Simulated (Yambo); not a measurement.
G0W0@PBEsol for NaBa₂ReO₆ (space group Fm-3m, No. 225) in Yambo. Reference settings: 2×2×2 Γ-centred k mesh, bands 6 to 229 and a 7 Ry block in the screening, 229 bands in G with the Bruneval-Gonze terminator, plasmon pole fitted at 27.2 eV. The PBEsol gap Γ → X on this mesh is 1.90 eV; G0W0 gaps are taken between the same points.

| change from the reference | G0W0 gap Γ → X (eV) | shift of the valence edge (eV) |
|---|---|---|
| reference settings | 3.62 | -0.42 |
| 2 Ry block | ___ | -0.50 |
| 152 bands in G | 3.63 | -0.40 |
| 3 Ry block | 3.66 | -0.40 |
| 152 bands in W, 152 bands in G | 3.67 | -0.33 |
| 94 bands in W, 94 bands in G | ___ | -0.21 |
| no terminator | 3.60 | -0.20 |
| pole fitted at 15 eV | 3.59 | -0.35 |

### Question
Estimate the withheld gaps from the other rows; the computed values follow.

### Answer

- 2 Ry block, G0W0 gap Γ → X (eV): 3.81
- 94 bands in W, 94 bands in G, G0W0 gap Γ → X (eV): 3.79

The reference isn't shown to be the converged limit.

Spin-orbit coupling is not included.

Geometry of the Materials Project entry, not relaxed at this level; primitive cell a = 5.955 Å, b = 5.955 Å, c = 5.955 Å, α = 60.00°, β = 60.00°, γ = 60.00°.

A shift is the quasiparticle energy of the state minus its PBEsol energy.
